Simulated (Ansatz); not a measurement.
A geometry of Y away from equilibrium: the start of the relaxation of a generated cell, Y built in the AFLOW prototype A_oC8_64_f (A11, as in Ga). Computed with PBE (plane waves to 420 eV, PAW, scalar-relativistic; Ansatz, a quantum-chemistry and plane-wave program). Γ-centred k-mesh 7×7×6 on the run's cell (coarser than for final values), Fermi–Dirac smearing 0.05 eV.

```xyz
4
Lattice="2.6928 -4.5610 0.0000 2.6928 4.5610 0.0000 0.0000 0.0000 5.3867" Properties=species:S:1:pos:R:3 pbc="T T T"
Y      2.6928     1.4130     3.1297
Y      2.6928    -1.4130     2.2570
Y      2.6928    -3.1480     4.9504
Y      2.6928     3.1480     0.4363
```

Q: Which atoms carry the largest force, and which way does it point?

A: 0.32 eV/Å, on Y1, Y2, Y3, Y4 (atoms numbered as listed); on Y1 its components are (0.00, -0.30, -0.13).

Q: What is the pressure?

A: +4.9 GPa, compression positive.

Q: How far above the relaxed end point is this geometry?

A: 0.74 eV/atom; the path ends in Fmmm (No. 69).

No spin polarisation in the result.

The run could not lose the symmetry of its start: the end is stationary, and may be a saddle point rather than a minimum.

The end of the path is a generated cell of Y: the first start was made by placing the elements on the sites of a structure type, and the end was not matched to a known phase here, so it may be hypothetical. Known forms of Y include space group No. 194.
